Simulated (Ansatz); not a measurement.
**WC: one atom moved over a plane**

Method: Ansatz 0.2.0, DFT PBEsol, scalar-relativistic, plane waves, PAW. Settings: plane waves to 420 eV, k-mesh 18×18×16 (Γ-centred), Gaussian smearing 0.15 eV. Spin–orbit coupling is left out, which can shift energies with elements as heavy as these. No spin polarisation. Energies are free energies at this smearing, counted from the undisturbed cell; pressure is positive in compression.

Reference structure (as given, not relaxed at this level; it stands at -0.7 GPa):

```
W C
1.0
     2.90050    0.00000    0.00000
    -1.45025    2.51191    0.00000
     0.00000    0.00000    2.82900
W C
1 1
Direct
  0.00000 0.00000 0.00000
  0.66667 0.33333 0.50000
```

Atom 1 (W) is moved by p along (0.000, 1.000, 0.000) and q along (0.000, 0.000, 1.000) (Å), all else fixed. Points are written (p, q).

Energy above the undisturbed cell in eV/cell (a dash: not computed):

```csv
p \ q,-0.450,-0.225,0.000,0.225,0.450
-0.450,4.95,2.56,?,2.56,4.95
-0.225,2.36,0.89,0.44,0.89,2.36
0.000,1.64,0.38,0.00,0.38,1.64
0.225,2.15,0.78,?,0.78,2.15
0.450,3.21,?,1.17,?,3.21
```

Problem. Fill in the withheld energies.

Solution. (-0.450, 0.000): 1.78; (0.225, 0.000): 0.36; (0.450, -0.225): 1.67; (0.450, 0.225): 1.67.